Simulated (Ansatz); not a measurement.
Relaxed-ion elastic tensor of ZnSe (zinc blende, F-43m) in GPa (Voigt order), plane-wave PAW r²SCAN (Ansatz code); density 5.27 g/cm³, 22.73 Å³ per atom.

```csv
,1,2,3,4,5,6
1,90.2,52.9,52.9,0.0,0.0,0.0
2,52.9,90.2,52.9,0.0,0.0,0.0
3,52.9,52.9,90.2,0.0,0.0,0.0
4,0.0,0.0,0.0,41.5,0.0,0.0
5,0.0,0.0,0.0,0.0,41.5,0.0
6,0.0,0.0,0.0,0.0,0.0,41.5
```

Question: Is the crystal mechanically stable?

Answer: Yes: the smallest eigenvalue of C is 37.3 GPa.

Question: Work out the Voigt, Reuss and Hill averages.

Answer: K_V = 65.3, K_R = 65.3, K_H = 65.3; G_V = 32.3, G_R = 27.9, G_H = 30.1 GPa.

Question: Give Young's modulus, Poisson's ratio, Pugh's ratio and the universal anisotropy index.

Answer: E = 9KG/(3K + G) = 78.3 GPa; ν = 0.30; K/G = 2.17 (ductile by the Pugh limit of 1.75); A_U = 5G_V/G_R + K_V/K_R − 6 = 0.81.

Question: Estimate the sound speeds and the Debye temperature.

Answer: v_l = √((K + 4G/3)/ρ) = 4470 m/s, v_t = √(G/ρ) = 2390 m/s, mean 2670 m/s; Θ = (h/k)(3n/4πV)^(1/3) v_m = 280 K.

Question: Give the Zener ratio and Young's modulus along [100], [110] and [111].

Answer: A = 2C44/(C11 − C12) = 2.22; 1/E = S11 − 2(S11 − S12 − S44/2)Γ with Γ = 0, 1/4, 1/3 gives 51.1, 82.0, 103 GPa.

The cell was relaxed with r²SCAN under the symmetry of its start; phonons on a q-mesh show no instability.

Potentials: the later of the program's two PAW sets.
